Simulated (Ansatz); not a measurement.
BN:
```xyz
2
Lattice="-1.3115 2.5740 2.8962 1.3115 -2.5740 2.8962 1.3115 2.5740 -2.8962" Properties=species:S:1:pos:R:3 pbc="T T T"
B      0.0000     0.0000     0.0000
N      1.3115     0.0000     0.0000
```

Relaxed with PBE. Special points in fractions of this cell's reciprocal vectors: Γ (0.000, 0.000, 0.000); X (0.500, 0.500, -0.500); F2 (0.301, 0.699, -0.301); Σ0 (-0.301, 0.301, 0.301); Y0 (0.447, -0.447, 0.447); U0 (0.553, 0.447, -0.447); R (0.000, 0.500, 0.000); W (0.250, 0.250, 0.250); S (0.500, 0.000, 0.000); T (0.000, 0.000, 0.500).

Q: List the band energies nearest the valence-band maximum at these points for PBE in the plane-wave PAW code Ansatz.

A: In eV from the valence-band maximum; about four levels below and three above (degenerate sets whole), none deeper than 8.9 eV; points with the same levels are listed once.

| k | below | above |
|---|---|---|
| Γ | -6.70 -3.01 -2.94 | 4.33 10.27 11.77 |
| X | -6.71 -3.66 -3.53 | 7.34 9.31 9.83 |
| F2 | -7.98 -0.91 -0.81 | 5.13 5.14 10.58 |
| Y0 | -6.71 -3.64 -3.52 | 7.42 9.09 9.82 |
| R | -8.12 -0.04 0.00 | 3.87 4.04 10.37 |
| W | -8.12 -0.07 -0.06 | 3.92 3.99 11.15 |
| S | -6.70 -3.76 -2.91 | 6.78 7.96 11.75 |
| T | -8.12 -0.05 -0.02 | 3.83 3.98 10.72 |

Space group Immm. A made-up cell: these elements were put on the sites of a structure type; neither database checked (COD, Materials Project) lists it. It is not the phase usual at ambient conditions (space group No. 186, 194, 216). Symmetry was held in the PBE relaxation; its stability against distortions is not shown here.

Potentials: the later of the program's two PAW sets.
